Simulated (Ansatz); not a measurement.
A geometry of AlRu away from equilibrium: the start of the relaxation of a relaxed AlRu cell, doubled along one cell vector, shaken by Gaussian noise of σ = 0.08 Å a coordinate. Calculation: PBE (plane waves to 420 eV, PAW, scalar-relativistic; Ansatz, an electronic-structure program). Γ-centred k-mesh 11×11×4 on the run's cell (coarser than for final values), Fermi–Dirac smearing 0.05 eV.

```xyz
8
Lattice="1.4933 -4.5814 0.0000 1.4933 4.5814 0.0000 0.0000 0.0000 8.2436" Properties=species:S:1:pos:R:3 pbc="T T T"
Al     1.3895    -0.8414     2.9816
Al     1.4738    -0.9239     7.2519
Al     1.5341     0.8012     1.0111
Al     1.4532     0.8782     5.0293
Ru     1.6131    -3.1795     3.0479
Ru     1.4960    -3.2762     7.1287
Ru     1.5115     3.2261     0.9249
Ru     1.5661     3.2118     5.0189
```

Predict the force on each atom, in eV/Å.


```json
[
 {"atom": "Al1", "Fx": "0.60", "Fy": "0.87", "Fz": "0.31"},
 {"atom": "Al2", "Fx": "0.23", "Fy": "1.45", "Fz": "-1.63"},
 {"atom": "Al3", "Fx": "0.07", "Fy": "-0.04", "Fz": "-0.64"},
 {"atom": "Al4", "Fx": "0.49", "Fy": "-1.66", "Fz": "0.90"},
 {"atom": "Ru5", "Fx": "-0.65", "Fy": "-1.53", "Fz": "-0.59"},
 {"atom": "Ru6", "Fx": "-0.03", "Fy": "-1.67", "Fz": "0.08"},
 {"atom": "Ru7", "Fx": "-0.30", "Fy": "0.81", "Fz": "0.78"},
 {"atom": "Ru8", "Fx": "-0.42", "Fy": "1.77", "Fz": "0.79"}
]
```

What is the pressure?

+1.6 GPa, compression positive.

No spin polarisation in the result.

Of the parent cell (Cmcm (No. 63)): it is a generated cell of AlRu: the first start was made by placing the elements on the sites of a structure type, and the end was not matched to a known phase here, so it may be hypothetical.
